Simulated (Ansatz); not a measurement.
Here is an unrelaxed guess for ZnIrC₄N₄.

```
CELL_PARAMETERS angstrom
5.88262 0.00000 0.00000
0.00000 5.88262 0.00000
0.00000 0.00000 5.88262
ATOMIC_POSITIONS crystal
Zn 0.50000 0.50000 0.50000
Ir 0.00000 0.00000 0.00000
C 0.18814 0.18814 0.18814
C 0.18814 0.81186 0.81186
C 0.81186 0.18814 0.81186
C 0.81186 0.81186 0.18814
N 0.30297 0.30297 0.30297
N 0.30297 0.69703 0.69703
N 0.69703 0.30297 0.69703
N 0.69703 0.69703 0.30297
```

Theory: DFT PBE, scalar-relativistic, plane waves, PAW (Ansatz). Plane waves to 420 eV, a k mesh through Γ of 4×4×4 on the computed 10-atom cell and Gaussian smearing (0.10 eV); collinear spin from starting moments 0.0 1.0 0.0 0.0 0.0 0.0 0.0 0.0 0.0 0.0 μB.

Formation energies are uncorrected and refer to the elements' standard structures at the same level (N₂ as a molecule).

Q: Estimate its pressure, forces and energy as it stands.

A: The pressure is 2.0 GPa (it wants to expand), the largest force is 1.05 eV/Å, and the energy is +0.47 eV/atom against the elements. The shortest distance is 1.17 Å.

Q: How much does it gain on relaxing, and where does it end?

A: Relaxing gains under 0.03 eV/atom in 7 ionic steps and ends at +0.456 eV/atom on the finer mesh. The symmetry stays P-43m (No. 215). The volume per atom grows by 0.8 %, from 20.4 to 20.5 Å³. The shortest distance stays 1.17 Å (C–N). Conventional cell: a = 5.898 Å. Around Zn lie 4 N at 1.96 Å; around Ir lie 4 C at 1.97 Å; around C lie 1 N at 1.17 Å and 1 Ir at 1.97 Å; N has 1 C at 1.17 Å and 1 Zn at 1.96 Å.

The last run used collinear spin, a 6×6×6 mesh for its 10-atom cell and Gaussian smearing of 0.02 eV. These runs have no spin–orbit coupling, which can matter for Ir. The reference form of C is held partly by dispersion forces, which this level lacks. Another magnetic order may lie lower. The relaxation can't lower the symmetry of the start. Symmetry constrained the relaxation, so the result can be a saddle point.
